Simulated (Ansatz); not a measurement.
BaHfO₃:
Space group Pm-3m (No. 221); a = 4.158 Å, b = 4.158 Å, c = 4.158 Å, α = 90.00°, β = 90.00°, γ = 90.00°

| atom | site | symmetry | x | y | z |
|---|---|---|---|---|---|
| Ba | 1b | m-3m | 0.5000 | 0.5000 | 0.5000 |
| Hf | 1a | m-3m | 0.0000 | 0.0000 | 0.0000 |
| O | 3d | 4/mm.m | 0.0000 | 0.0000 | 0.5000 |

Relaxed with PBEsol.

Task: Give the optical modes at the zone centre with their infrared activity from DFPT, PBEsol in the plane-wave PAW code Ansatz.

Result: Transverse frequencies, without the LO–TO term; a row sums one degenerate level.

```json
[
 {"ω (cm⁻¹)": "99", "degeneracy": "3", "IR ((D/Å)²/amu)": "20.10", "activity": "IR", "symmetry": "T1u"},
 {"ω (cm⁻¹)": "183", "degeneracy": "3", "IR ((D/Å)²/amu)": "72.25", "activity": "IR", "symmetry": "T1u"},
 {"ω (cm⁻¹)": "194", "degeneracy": "3", "IR ((D/Å)²/amu)": "0.00", "activity": "IR-inactive", "symmetry": "T2u"},
 {"ω (cm⁻¹)": "524", "degeneracy": "3", "IR ((D/Å)²/amu)": "51.16", "activity": "IR", "symmetry": "T1u"}
]
```

Task: How high does the top mode go among those that the LO–TO term moves?

Result: 681 cm⁻¹ for q along x.

The PBEsol relaxation kept the symmetry of its start; of distortions, only those at the zone centre were tested. No spin polarisation was allowed. Spin–orbit coupling is left out wherever it is not named.

Potentials: the later of the program's two PAW sets.
